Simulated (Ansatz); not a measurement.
Each is relaxed and computed with DFT-r²SCAN in the program Ansatz with PAW potentials. Which is the only one with a gap?
A) BiB, rock salt
B) VSi2, P6_422 (V on 3c, Si on 6i)
C) Fe2B, I4/mcm (Fe on 8h, B on 4a)
D) BAs, P6_422 (B on 3c, As on 3d)

D, BAs, P6_422 (B on 3c, As on 3d). BAs: gap 0.67 eV (indirect); VSi2: metal; BiB: metal; Fe2B: metal. Spin orders computed, not proven ground states: Fe2B, I4/mcm (Fe on 8h, B on 4a) ferromagnetic. Constructed cells (a structure type filled with these elements, in neither database checked): BiB, rock salt. Typed or built starts, not in the databases checked: BAs, P6_422 (B on 3c, As on 3d). Not the usual ambient phase: BAs, P6_422 (B on 3c, As on 3d). Standing as an ambient phase not checked: VSi2, P6_422 (V on 3c, Si on 6i); Fe2B, I4/mcm (Fe on 8h, B on 4a). Began spin-polarised and lost the moments: VSi2, P6_422 (V on 3c, Si on 6i). All cells were relaxed under the symmetry of their starts (and spin orders); stability against distortions was not tested throughout. Spin–orbit coupling is left out wherever it is not named.

Potentials: the later of the program's two PAW sets.
